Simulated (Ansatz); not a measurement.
SiO₂ in space group Imma (No. 74; Si on 8h, O on 4e, O on 8g, O on 4a), plane-wave PAW r²SCAN (Ansatz code), all energies at zero smearing, with the estimated change up to a 700 eV cutoff added, with one set of potentials and settings (totals compare only within such a set). Cell of 12 atoms (4 Si, 8 O): -7120.187 eV.

```tsv
element	reference phase	E (eV/atom)
Si	Fd-3m, 2 atoms in the cell	-639.0665
O	C2/m, 4 atoms in the cell, spin-polarised	-566.0346
```

Formation energy per atom, worked out: (-7120.187 − 4×(-639.0665) − 8×(-566.0346))/12 = -2.970 eV/atom (-287 kJ per mol of atoms), at 0 K, without zero-point energy or fitted corrections.

The first step of the workflow began from a Materials Project structure, measured or hypothetical; the Crystallography Open Database copy checked does not list it. It is not the phase usual at ambient conditions (space group No. 92, 152, 154). The cell was relaxed with r²SCAN under the symmetry of its start. At this level the phase is dynamically unstable (imaginary phonons). The references are the lowest solids computed at this level, not always the standard phases (solids in place of the gases).

Potentials: the earlier of the program's two PAW sets.
